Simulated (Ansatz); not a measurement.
Ansatz (a first-principles code) input:

Ansatz 0.2 input:
```yaml
crystal:
  lattice:
    - [3.9560968623, 0.0, 0.0]
    - [-1.9780484311, 3.4260803825, 0.0]
    - [0.0, 0.0, 4.7432313253]
  atoms:
    - { symbol: Ca, position: [0.3333333333, 0.6666666667, 0.75] }
    - { symbol: O, position: [0.6666666667, 0.3333333333, 0.75] }
    - { symbol: Ca, position: [0.6666666667, 0.3333333333, 0.25] }
    - { symbol: O, position: [0.3333333333, 0.6666666667, 0.25] }
kpoints:
  mp_grid: { grid: [8, 8, 6] }
hamiltonian:
  xc: pbesol
  pseudopotentials: { kind: paw }
scf:
  occupations: { method: fixed }
elastic: { mode: relaxed_ion, stencil: two_point, amplitude: 0.005, f_tol: 0.0005 }
```

Output (shortened):

```
Pseudopotential: Ca, paw, valence charge 10
Pseudopotential: O, paw, valence charge 6
Functional definition: PBEsol
Crystal: 4 atoms, lattice volume = 64.289 Å³
Basis set: ecut = 420 eV, 1287 PW (Γ), exchange–correlation on 54×54×64 points (8 copies of the dense FFT grid, shifted against one another)
Bands: 20, of which v1, the nominal top of the filled ones, is band 16 counted from 1 (15 counted from 0)
Symmetry: 24 space group operations
Space group: P63/mmc (ITA 194), of the structure as read, at distance tolerance 4.0e-5 Å
k-points: 40 of 384
SCF 1 converged in 10 iterations: F = -4715.849956 eV  dr2 = 3.35e-14
Crystal: 4 atoms, lattice volume = 63.968 Å³
Basis set: ecut = 420 eV, 1271 PW (Γ), exchange–correlation on 54×54×64 points (8 copies of the dense FFT grid, shifted against one another)
Symmetry: 8 space group operations
k-points: 84 of 384
SCF 2 converged in 11 iterations: F = -4715.849246 eV  dr2 = 1.46e-14
relax step   1: F+E_penalty+E_count = -4715.84924643 eV  Δ(F+E_penalty+E_count) = +0.000e0 eV  max|allowed force component| = 3.360e-2 eV/Å  Δτ_max = 0.0000 Å  (11 SCF iters, accepted)
Crystal: 4 atoms, lattice volume = 63.968 Å³
SCF 3 converged in 9 iterations: F = -4715.849349 eV  dr2 = 2.76e-14
relax step   2: F+E_penalty+E_count = -4715.84934939 eV  Δ(F+E_penalty+E_count) = -1.030e-4 eV  max|allowed force component| = 1.673e-2 eV/Å  Δτ_max = 0.0036 Å  (9 SCF iters, accepted)
Crystal: 4 atoms, lattice volume = 63.968 Å³
SCF 4 converged in 9 iterations: F = -4715.849391 eV  dr2 = 9.36e-15
relax step   3: F+E_penalty+E_count = -4715.84939136 eV  Δ(F+E_penalty+E_count) = -4.197e-5 eV  max|allowed force component| = 3.609e-3 eV/Å  Δτ_max = 0.0022 Å  (9 SCF iters, accepted)
Crystal: 4 atoms, lattice volume = 63.968 Å³
SCF 5 converged in 8 iterations: F = -4715.849393 eV  dr2 = 2.11e-14
relax step   4: F+E_penalty+E_count = -4715.84939342 eV  Δ(F+E_penalty+E_count) = -2.059e-6 eV  max|allowed force component| = 1.041e-5 eV/Å  Δτ_max = 0.0006 Å  (8 SCF iters, accepted)
Crystal: 4 atoms, lattice volume = 63.968 Å³
SCF 6 converged in 10 iterations: F = -4715.849393 eV  dr2 = 5.18e-15
Crystal: 4 atoms, lattice volume = 64.611 Å³
SCF 7 converged in 11 iterations: F = -4715.849235 eV  dr2 = 8.39e-14
relax step   1: F+E_penalty+E_count = -4715.84923459 eV  Δ(F+E_penalty+E_count) = +0.000e0 eV  max|allowed force component| = 3.175e-2 eV/Å  Δτ_max = 0.0000 Å  (11 SCF iters, accepted)
Crystal: 4 atoms, lattice volume = 64.611 Å³
SCF 8 converged in 8 iterations: F = -4715.849370 eV  dr2 = 7.48e-14
relax step   2: F+E_penalty+E_count = -4715.84937037 eV  Δ(F+E_penalty+E_count) = -1.358e-4 eV  max|allowed force component| = 1.425e-3 eV/Å  Δτ_max = 0.0027 Å  (8 SCF iters, accepted)
Crystal: 4 atoms, lattice volume = 64.611 Å³
SCF 9 converged in 7 iterations: F = -4715.849371 eV  dr2 = 8.82e-14
relax step   3: F+E_penalty+E_count = -4715.84937072 eV  Δ(F+E_penalty+E_count) = -3.537e-7 eV  max|allowed force component| = 1.009e-5 eV/Å  Δτ_max = 0.0002 Å  (7 SCF iters, accepted)
Crystal: 4 atoms, lattice volume = 64.611 Å³
SCF 10 converged in 10 iterations: F = -4715.849371 eV  dr2 = 3.10e-15
Crystal: 4 atoms, lattice volume = 63.968 Å³
Basis set: ecut = 420 eV, 1263 PW (Γ), exchange–correlation on 54×54×64 points (8 copies of the dense FFT grid, shifted against one another)
SCF 11 converged in 9 iterations: F = -4715.848955 eV  dr2 = 9.13e-15
Crystal: 4 atoms, lattice volume = 64.611 Å³
SCF 12 converged in 8 iterations: F = -4715.849009 eV  dr2 = 7.41e-14
Crystal: 4 atoms, lattice volume = 64.289 Å³
Basis set: ecut = 420 eV, 1279 PW (Γ), exchange–correlation on 54×54×64 points (8 copies of the dense FFT grid, shifted against one another)
Symmetry: 4 space group operations
k-points: 114 of 384
SCF 13 converged in 10 iterations: F = -4715.849673 eV  dr2 = 1.80e-14
relax step   1: F+E_penalty+E_count = -4715.84967298 eV  Δ(F+E_penalty+E_count) = +0.000e0 eV  max|allowed force component| = 1.466e-4 eV/Å  Δτ_max = 0.0000 Å  (10 SCF iters, accepted)
Crystal: 4 atoms, lattice volume = 64.289 Å³
SCF 14 converged in 10 iterations: F = -4715.849673 eV  dr2 = 3.57e-15
Crystal: 4 atoms, lattice volume = 64.289 Å³
SCF 15 converged in 10 iterations: F = -4715.849673 eV  dr2 = 1.87e-14
relax step   1: F+E_penalty+E_count = -4715.84967298 eV  Δ(F+E_penalty+E_count) = +0.000e0 eV  max|allowed force component| = 1.466e-4 eV/Å  Δτ_max = 0.0000 Å  (10 SCF iters, accepted)
Crystal: 4 atoms, lattice volume = 64.289 Å³
SCF 16 converged in 10 iterations: F = -4715.849673 eV  dr2 = 3.60e-15
SCF converged after 10 iterations
Free energy (F): -4715.849956 eV
Harris-Foulkes:  -4715.849956 eV  (|F-HF|=0.00e0)
Internal energy: -4715.849956 eV  (E = F + TS)
E sigma→0 (E₀):  -4715.849956 eV
Fermi energy:    5.938424 eV
--- Per-component energies (eV) ---
  E_band       = -254.306899
  E_kinetic    = 910.837289
  E_local      = -2149.289246  (includes V_loc(G=0)·N_el)
  E_nonlocal   = 225.920391
  E_hartree    = 745.649623
  E_xc         = -420.824982
  E_vxc        = -532.257077  (∫ρ·V_xc dr)
  E_paw        = -1978.130710  (= ΣΔE_a)
  E_vpaw       = -200.822347  (= ΣTr[D̂ρ^β])
  E_aug_tail   = 0.004841  (compensation charges beyond the density's cutoff)
  E_ewald      = -2050.325326
  E_core_change = 0.308164  (= ΣΔE_core)
  E_smearing   =  0.000000  (= −TS)
  E_closure    = 0.000000  (closes the sum)
  Σ components = -4715.849956   (vs F -4715.849956, Δ=0.00e0)
--- Forces (eV/Å), atoms counted from 1 ---
  atom   1  Ca     0.00000000     0.00000000     0.00000000
  atom   2  O      0.00000000     0.00000000     0.00000000
  atom   3  Ca     0.00000000     0.00000000     0.00000000
  atom   4  O      0.00000000     0.00000000     0.00000000
  max |Σ_I F_I| component: 3.70e-17 eV/Å
--- Stress (GPa, compression-positive) ---
        0.001783       0.000000       0.000000
        0.000000       0.001783       0.000000
        0.000000       0.000000      -0.000533
  P = ⅓ Tr σ = 0.0010 GPa (0.010 kbar)
--- Band table (eV; the first three rows and the last of 40) ---
  k-point 0: bands = ["-31.3695", "-31.2184", "-12.8425", "-12.5647", "-12.5647", "-12.3447", "-12.3447", "-12.1986", "-9.4331", "-9.2533", "4.7046", "4.7046", "4.7328", "4.7328", "4.8471", "5.9384", "9.0751", "12.1027", "12.1027", "13.7537"]
  k-point 1: bands = ["-31.3593", "-31.2283", "-12.8604", "-12.5498", "-12.5498", "-12.3592", "-12.3592", "-12.3242", "-9.2828", "-9.1506", "4.6691", "4.6772", "4.6772", "4.6970", "4.6970", "5.4961", "9.3734", "12.3747", "12.3747", "13.1702"]
  k-point 2: bands = ["-31.3313", "-31.2557", "-12.8658", "-12.5758", "-12.5091", "-12.5091", "-12.3990", "-12.3990", "-9.0026", "-8.9483", "4.3507", "4.6224", "4.6224", "4.6285", "4.6285", "4.7370", "10.0280", "11.9958", "13.0686", "13.0686"]
  k-point 39: bands = ["-31.2757", "-31.2757", "-13.3537", "-13.3537", "-12.5589", "-12.5589", "-12.2370", "-12.2370", "-8.3017", "-8.3017", "3.8795", "3.8795", "4.9203", "4.9203", "5.0516", "5.0516", "10.7282", "10.7282", "13.5216", "13.5216"]
--- Elastic constants: 3 strain directions × 2 members + reference (group order 24) ---
  dense FFT box of the reference and of every strained cell: 27×27×32
  strains applied: 11, 33, 23; error gains …
  C = ∂σ_k/∂η_j (tension-positive GPa; Voigt order 11 22 33 23 13 12):
       123.011     95.631     49.908      0.000      0.000      0.000
        95.631    123.011     49.908      0.000      0.000      0.000
        49.906     49.906    203.458      0.000      0.000      0.000
         0.000      0.000      0.000     62.245      0.000      0.000
         0.000      0.000      0.000      0.000     62.245      0.000
         0.000      0.000      0.000      0.000      0.000     13.690
  reference stress σ⁰ (GPa):     -0.002     -0.002      0.001      0.000      0.000      0.000
  moduli (Voigt/Reuss/Hill, GPa): K = 93.37/92.75/93.06   G = 44.57/25.99/35.28   E = 93.96   ν = 0.332
  mechanically stable: yes (min eigenvalue of sym C = 13.69 GPa)
  strain η (Voigt 11):  stress-route row diagonal C_11 = 123.01 GPa, energy-path curvature d²(F+E_count+ΔE)/dδ²/Ω₀ = 123.00 GPa
         δ    σ_11 (GPa)             F (eV)   n_scf  n_hpsi   n_pw
    -5.000e-3      -0.6242       -4715.8493934      10   33515   1276   relax 4 steps, max|allowed force component| 1.04e-5 eV/Å
     5.000e-3       0.6059       -4715.8493707      10   33367   1287   relax 3 steps, max|allowed force component| 1.01e-5 eV/Å
  strain η (Voigt 33):  stress-route row diagonal C_33 = 203.46 GPa, energy-path curvature d²(F+E_count+ΔE)/dδ²/Ω₀ = 203.78 GPa
         δ    σ_33 (GPa)             F (eV)   n_scf  n_hpsi   n_pw
    -5.000e-3      -1.0493       -4715.8489548       9   15969   1276   relax 0 steps, max|allowed force component| 6.25e-17 eV/Å
     5.000e-3       0.9853       -4715.8490094       8   14930   1288   relax 0 steps, max|allowed force component| 5.78e-17 eV/Å
  strain η (Voigt 23):  stress-route row diagonal C_44 = 62.24 GPa, energy-path curvature d²(F+E_count+ΔE)/dδ²/Ω₀ = 62.27 GPa
         δ    σ_23 (GPa)             F (eV)   n_scf  n_hpsi   n_pw
    -5.000e-3      -0.3112       -4715.8496730      10   45475   1279   relax 1 steps, max|allowed force component| 1.47e-4 eV/Å
     5.000e-3       0.3112       -4715.8496730      10   45464   1279   relax 1 steps, max|allowed force component| 1.47e-4 eV/Å
```

Cost: about 120 core-seconds (a rough figure) on shared cores.

Space group P6_3/mmc. The start of the workflow was typed in or built on a structure type; the Crystallography Open Database copy checked does not list it. It is not the phase usual at ambient conditions (space group No. 225). The cell was relaxed with PBEsol under the symmetry of its start; of distortions, only those at the zone centre were tested.

Potentials: the later of the program's two PAW sets.

Ansatz is a plane-wave DFT program.
